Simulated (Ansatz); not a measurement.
AlSn$_{4}$Se$_{8}$ (P-3m1), relaxed with PBE+D3(BJ) (Ansatz, an electronic-structure program, plane waves, PAW): a = b = 7.7117 Å, c = 6.2322 Å, α = β = 90.00°, γ = 120.00°.

* **ΔH_f (eV/atom)**: -0.37
* **B₀ by P(V) fit (GPa)**: 39.0

### Question
The same phase is relaxed and computed with r²SCAN+D4 in the same code. What are the cell and these values now?

### Answer
a = b = 7.7328 Å, c = 6.3657 Å, α = β = 90.00°, γ = 120.00°.

- ΔH_f (eV/atom): -0.41
- B₀ by P(V) fit (GPa): 37.7

Constructed cells (a structure type filled with these elements, in neither database checked): AlSn4Se8, P-3m1 (Pearson symbol hP13). All cells were relaxed under the symmetry of their starts (and spin orders); stability against distortions was not tested throughout. Spin–orbit coupling is left out wherever it is not named.

Potentials: the later of the program's two PAW sets.

Ansatz is a plane-wave DFT program.

Formation energies count from the lowest solids of the elements computed at the same level, not from gases.
